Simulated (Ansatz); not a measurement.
**6 guesses for Zr3H and where they end**

Method: Ansatz, DFT PBE, scalar-relativistic, plane waves, PAW. All cells share a 420 eV cutoff and Γ-centred k meshes spaced at most about 0.3 Å⁻¹ (about 0.25 or finer for metals, 2π included). No spin polarisation in the final relaxations.

Each guess was relaxed in cell and atoms at zero pressure, within the symmetry of its start. Temperature and zero-point effects are left out. Coordination counts Zr atoms around H (those within 1.25 times the shortest such distance or 1.15 times the sum of covalent radii, 1.27 where that leaves under three; the shortest distance is added where it exceeds 1.18 times the sum of covalent radii).

| guess | made from | start group | V start (Å³/atom) | end group | V end (Å³/atom) | coordination at the end | gap on mesh (eV) | E over the lowest end (meV/atom) |
| --- | --- | --- | --- | --- | --- | --- | --- | --- |
| 1 | SmTm3 type | P6_3/mmc | 18.5 | P6_3/mmc | 19.7 | H 6 | 0 | 417 |
| 2 | Nb3Rh type | Pm-3n | 16.3 | Pm-3n (A15) | 19.3 | H 12 from 3.0 Å | 0 | 774 |
| 3 | random cell | P6/mmm | 15.8 | P6/mmm | 20.8 | H 6 | 0 | 1007 |
| 4 | random cell | Im-3m | 15.8 | ? | ? | ? | ? | ? |
| 5 | Mg3Sn type | Pm-3m | 16.3 | Pm-3m (Cu3Au (L1_2)) | 19.1 | H 12 from 3.0 Å | 0 | 781 |
| 6 | Cs3O type | P6_3/mcm | 19.5 | P6_3/mcm | 17.9 | H 6 | 0 | 0 |

Guess 4 as it starts:

Space group Im-3m (No. 229). a = 5.016 Å, b = 5.016 Å, c = 5.016 Å, α = 90.00°, β = 90.00°, γ = 90.00°
```tsv
atom	site	symmetry	x	y	z
Zr	6b	4/mm.m	0.5000	0.0000	0.0000
H	2a	m-3m	0.0000	0.0000	0.0000
```

Question: Fill in the missing row: what does this guess relax into, and where does it rank?

Answer: It ends in space group Im-3m (No. 229), with a = 5.382 Å, 19.5 Å³/atom and no gap; its coordination is H 6. It lies 0.79 eV/atom over the lowest end, above guess 5 and below guess 3. Counting Zr atoms around H, this end and the lowest (guess 6) both have H 6.

```cif
data_structure
_symmetry_space_group_name_H-M 'P 1'
_symmetry_Int_Tables_number 1
_cell_length_a 4.6611
_cell_length_b 4.6611
_cell_length_c 4.6611
_cell_angle_alpha 109.471
_cell_angle_beta 109.471
_cell_angle_gamma 109.471
_cell_volume 77.95
loop_
_atom_site_label
_atom_site_type_symbol
_atom_site_fract_x
_atom_site_fract_y
_atom_site_fract_z
_atom_site_occupancy
Zr1 Zr 0.00000 0.50000 0.50000 1
Zr2 Zr 0.50000 0.00000 0.50000 1
Zr3 Zr 0.50000 0.50000 0.00000 1
H1 H 0.00000 0.00000 0.00000 1
```

The zero of energy is the elements' standard structures at the same level (H₂ as a molecule); no fitted shifts are applied.

Question: Is the lowest end bound against the elements?

Answer: Yes: its formation energy is −0.10 eV/atom. It lies below the elements, which doesn't yet make it stable against other compounds or structures.

For metals, differences of a few meV/atom aren't resolved. With hydrogen, zero-point motion can shift formation energies by some tens of meV/atom. Cells relaxed within their symmetry can be saddle points. A lower structure may well exist outside this small set. Some structure types and database cells were kept out of the candidates from the start, so a known form may be missing.
